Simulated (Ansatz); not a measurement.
A relaxed structure of C is spoiled in several ways and relaxed again each time (squeezed and stretched starts keep its symmetry, which their runs cannot lower; pressure is positive under compression). The numbers are results of r2SCAN (plane waves to 500 eV, PAW, scalar-relativistic; Ansatz, a program for electronic structure), not measurements.

Space group Fd-3m, origin choice 1 (No. 227); a = b = c = 3.560 Å, α = β = γ = 90.00°

| atom | site | symmetry | x | y | z |
|---|---|---|---|---|---|
| C | 8a | -43m | 0.0000 | 0.0000 | 0.0000 |
(The calculation used a cell of 2 atoms; values per cell refer to that cell.)

| change | first pressure (GPa) | largest first force (eV/Å) | released (eV/atom) | moves | outcome | final group | E − E(parent) (eV/atom) |
|---|---|---|---|---|---|---|---|
| deformed by the Cartesian strain tensor (xx, yy, zz, yz, xz, xy) = (0.020, -0.016, -0.113, 0.056, 0.094, -0.044) | 114.3 | 5.45 | 1.19 | 9 | returns to the parent | Fd-3m | 0.000 |
| stretched uniformly to 115 % of its volume | -48.5 | 0.00 | 0.14 | 5 | returns to the parent | Fd-3m | 0.000 |

First-step values come from each run's starting, coarser k-mesh (12×11×13, 11×11×11). Each cell has its own k-point mesh; energy differences are given only to the digits this allows. No spin polarisation in the result.
